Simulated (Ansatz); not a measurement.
KF:
```cif
data_F4K4
_chemical_formula_sum 'K4 F4'
_space_group_name_H-M_alt 'Fm-3m'
_space_group_IT_number 225
_space_group_name_Hall '-F 4 2 3'
_cell_length_a 5.16247
_cell_length_b 5.16247
_cell_length_c 5.16247
_cell_angle_alpha 90.000
_cell_angle_beta 90.000
_cell_angle_gamma 90.000
loop_
_atom_site_label
_atom_site_type_symbol
_atom_site_symmetry_multiplicity
_atom_site_Wyckoff_symbol
_atom_site_fract_x
_atom_site_fract_y
_atom_site_fract_z
_atom_site_occupancy
K1 K 4 a 0.00000 0.00000 0.00000 1
F1 F 4 b 0.50000 0.50000 0.50000 1
```
(The calculation used a cell of 2 atoms; values per cell refer to that cell.)

Relaxed with LDA.

Q: Give the optical modes at the zone centre with their infrared and Raman activity from DFPT, LDA in the plane-wave PAW code Ansatz.

A: Transverse frequencies, without the LO–TO term; a row sums one degenerate level.

```json
[
 {"ω (cm⁻¹)": "211", "degeneracy": "3", "IR ((D/Å)²/amu)": "7.15", "Raman (Å⁴/amu)": "0", "activity": "IR", "symmetry": "T1u"}
]
```

Q: How high does the top mode go among those that the LO–TO term moves?

A: 339 cm⁻¹ for q along x.

Symmetry was held in the LDA relaxation.

Potentials: the earlier of the program's two PAW sets. The files were generated under PBE; for other functionals the program regenerates the frozen cores, and for LDA and PBEsol the local potential too.
